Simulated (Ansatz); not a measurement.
**Relaxing an invented LiTa2O5 structure**

All numbers below come from DFT PBE, scalar-relativistic, plane waves, PAW (Ansatz). Cutoff 420 eV, Gaussian smearing, Γ-centred meshes. Cell and atoms relax first on a coarse mesh and then on a finer one. In between, the cell is made exact in the group found at 0.06 Å. In metals the finer mesh still leaves noise of several meV/atom or more. The steps can't lower the symmetry of their start. No spin polarisation in the relaxation; trial moments died out in a coarse test.

The cell of LiTa2O5 is invented: 5-connected net, bridging atoms on its edges, bridges bent, guests in its cages (P-62m, No. 189) (guest Li). Its size is a rough estimate.

```cif
data_structure
_symmetry_space_group_name_H-M 'P 1'
_symmetry_Int_Tables_number 1
_cell_length_a 7.6631
_cell_length_b 7.6631
_cell_length_c 4.4279
_cell_angle_alpha 90.000
_cell_angle_beta 90.000
_cell_angle_gamma 120.000
_cell_volume 225.18
loop_
_atom_site_label
_atom_site_type_symbol
_atom_site_fract_x
_atom_site_fract_y
_atom_site_fract_z
_atom_site_occupancy
Li1 Li 0.00000 0.00000 0.00000 1
Ta1 Ta 0.33333 0.66667 0.50000 1
Ta2 Ta 0.66667 0.33333 0.50000 1
O1 O 0.33333 0.66667 0.00000 1
O2 O 0.00000 0.45433 0.50000 1
O3 O 0.54567 0.54567 0.50000 1
O4 O 0.45433 0.00000 0.50000 1
O5 O 0.66667 0.33333 0.00000 1
```

Formation energies are uncorrected and refer to the elements' standard structures at the same level (O₂ as a molecule).

Q: Describe the relaxed structure.

A: The symmetry stays P-62m (No. 189). The volume per atom shrinks by 50.4 %, from 28.1 to 14.0 Å³. The shortest distance goes from 2.21 Å (Ta–O) to 1.95 Å (Ta–O). The ratio c/a of the conventional cell changes by a factor of 1.17. The energy falls by about 1.1 eV/atom (the start's value is from the coarse mesh). The end is written in a standard setting, so origin, axes and order of atoms can differ from the start's. Conventional cell: a = 5.751 Å, c = 3.901 Å. Li has 6 O at 2.67 Å and 6 O at 3.32 Å; Ta has 5 O at 1.95–1.97 Å; around O on a site of symmetry -6 lie 2 Ta at 1.95 Å; O on a site of symmetry m2m has 2 Ta at 1.97 Å and 2 Li at 2.67 Å.

```
Li Ta O
1.0
     5.75108    0.00000    0.00000
    -2.87554    4.98059    0.00000
     0.00000    0.00000    3.90130
Li Ta O
1 2 5
Direct
  0.00000 0.00000 0.00000
  0.33333 0.66667 0.50000
  0.66667 0.33333 0.50000
  0.33333 0.66667 0.00000
  0.00000 0.31582 0.50000
  0.68418 0.68418 0.50000
  0.31582 0.00000 0.50000
  0.66667 0.33333 0.00000
```

Q: How does it come out in energy, and is it a metal?

A: The formation energy is −2.38 eV/atom and the gap on the 12×12×10 mesh of the 8-atom cell is 0 eV (a metal).

A negative formation energy is needed for stability but isn't enough: competing phases decide.

The last run used Gaussian smearing of 0.10 eV. These runs have no spin–orbit coupling, which can matter for Ta. An odd number of electrons in the primitive cell allows no gap without spin; a larger cell or a magnetic state could open one. Symmetry constrained the relaxation, so the result can be a saddle point. In all, the 4 runs took 6.4 min on 1 thread of Arm Neoverse V2 (shared host).
